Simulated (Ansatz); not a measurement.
CdS in space group P4_2/mmc (No. 131; Cd on 2c, S on 2e) at seven volumes, DFT-PBE in the program Ansatz with PAW potentials, shape and atoms relaxed at each. One row is withheld.

```tsv
V (Å³/atom)	P (GPa)
24.337	4.93
25.139	3.09
25.941	1.43
26.743	-0.01
27.546	-1.24
28.348	?
29.150	-3.18
```

Task: Fit the shown pressures and predict the withheld one.

Result: P = (3/2)B₀(x^(7/2) − x^(5/2))[1 + (3/4)(B′ − 4)(x − 1)] with x = (V₀/V)^(2/3). Least squares on the six rows gives V₀ = 26.747 Å³/atom, B₀ = 43.8 GPa, B′ = 3.83. At V = 28.348, x = 0.9620 and P = -2.28 GPa. The run itself gave -2.29 GPa.

A made-up cell: these elements were put on the sites of a structure type; neither database checked (COD, Materials Project) lists it. It is not the phase usual at ambient conditions (space group No. 186, 216). The PBE relaxation kept the symmetry of its start; its stability against distortions is not shown here.

Potentials: the later of the program's two PAW sets.
